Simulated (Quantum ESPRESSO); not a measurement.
pw.x input (Quantum ESPRESSO 7.5; PBEsol, PseudoDojo standard norm-conserving files, fully relativistic):

```
&CONTROL
  calculation = 'scf'
  pseudo_dir = './pseudo'
  outdir = './out'
  tprnfor = .true.
  tstress = .true.
/
&SYSTEM
  ibrav = 0
  nat = 4
  ntyp = 3
  ecutwfc = 102.0
  ecutrho = 408.0
  occupations = 'smearing'
  smearing = 'fd'
  degauss = 0.002
  nbnd = 86
  noncolin = .true.
  lspinorb = .true.
/
&ELECTRONS
  conv_thr = 4e-10
/
ATOMIC_SPECIES
Se 78.9710 Se.upf
Cd 112.4140 Cd.upf
Te 127.6000 Te.upf
CELL_PARAMETERS angstrom
  4.453446877000   0.000000000000   0.000000000000
  0.000000000000   4.453446877000   0.000000000000
  0.000000000000   0.000000000000   6.262726552000
ATOMIC_POSITIONS crystal
Se   0.500000000000   0.500000000000   0.000000000000
Cd   0.500000000000   0.000000000000   0.767406025500
Cd   0.000000000000   0.500000000000   0.232593974500
Te   0.000000000000   0.000000000000   0.500000000000
K_POINTS automatic
6 6 4 0 0 0
```

End of the output:

```

[...]
     the Fermi energy is     7.9454 ev
!    total energy              =   -1150.72494421 Ry
     estimated scf accuracy    <          3.4E-10 Ry
     smearing contrib. (-TS)   =      -0.00000819 Ry
     internal energy E=F+TS    =   -1150.72493602 Ry
     The total energy is F=E-TS. E is the sum of the following terms:
     one-electron contribution =    -760.43810774 Ry
     hartree contribution      =     392.66235940 Ry
     xc contribution           =    -191.11981211 Ry
     ewald contribution        =    -591.82937557 Ry
     convergence has been achieved in   9 iterations
     Forces acting on atoms (cartesian axes, Ry/au):
     atom    1 type  1   force =     0.00000000    0.00000000    0.00000000
     atom    2 type  2   force =     0.00000000    0.00000000    0.00046517
     atom    3 type  2   force =     0.00000000    0.00000000   -0.00046517
     atom    4 type  3   force =     0.00000000    0.00000000    0.00000000
     Total force =     0.000658     Total SCF correction =     0.000083
     SCF correction compared to forces is large: reduce conv_thr to get better values
     Computing stress (Cartesian axis) and pressure
          total   stress  (Ry/bohr**3)                   (kbar)     P=       -0.34
  -0.00000272   0.00000000   0.00000000           -0.40        0.00        0.00
   0.00000000  -0.00000272   0.00000000            0.00       -0.40        0.00
   0.00000000   0.00000000  -0.00000141            0.00        0.00       -0.21
```
In a gapped system the printed Fermi energy is only some level inside the gap.

Geometry relaxed with PBEsol.
